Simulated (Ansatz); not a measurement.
HfB2 in space group P6/mmm (No. 191; Hf on 1a, B on 2d) at seven volumes, DFT-PBE in the program Ansatz with PAW potentials, shape and atoms relaxed at each. One row is withheld.

```tsv
V (Å³/atom)	P (GPa)
9.062	28.10
9.361	17.31
9.659	8.02
9.958	0.00
10.257	-6.92
10.556	?
10.854	-18.03
```

Problem. Fit the shown pressures and predict the withheld one.

Solution. P = (3/2)B₀(x^(7/2) − x^(5/2))[1 + (3/4)(B′ − 4)(x − 1)] with x = (V₀/V)^(2/3). Least squares on the six rows gives V₀ = 9.958 Å³/atom, B₀ = 248 GPa, B′ = 3.92. At V = 10.556, x = 0.9619 and P = -12.90 GPa. The run itself gave -12.88 GPa.

Symmetry was held in the PBE relaxation. No spin polarisation was allowed. Spin–orbit coupling is left out wherever it is not named.

Potentials: the later of the program's two PAW sets.
